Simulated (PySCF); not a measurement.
PySCF single point, HF/STO-3G, density fitting, COSMO implicit acetonitrile (electrostatics alone), on boron oxyfluoride, BOF (SMILES O=BF), charge 0, multiplicity 1.

```python
from pyscf import gto, scf, dft
mol = gto.M(atom='''
F     -1.234613     0.000567     0.000000
B      0.047245    -0.000597     0.000000
O      1.234613     0.000597    -0.000000
''', basis='STO-3G', charge=0, spin=0, verbose=3)
mf = scf.RHF(mol)
mf = mf.density_fit()
mf = mf.PCM()
mf.with_solvent.method = 'COSMO'
mf.with_solvent.eps = 38.8
mf.max_cycle = 100
e = mf.kernel()
print('converged', mf.converged)
print('E_total', e)
print('nao', mol.nao)
print('HOMO', mf.mo_energy[mf.mo_occ > 0].max())
mf.dip_moment()
```

The program's output:

```

WARN: PCM is an experimental feature. It is still in testing.
Features and APIs may be changed in the future.

converged SCF energy = -196.332514331407
converged True
E_total -196.3325143314071
nao 15
HOMO -0.3993079976619818
Dipole moment(X, Y, Z, Debye): -1.63259, -0.00402, -0.00000
```

The total energy is -5342.48 eV, -0.10 eV from the same level's vacuum run.
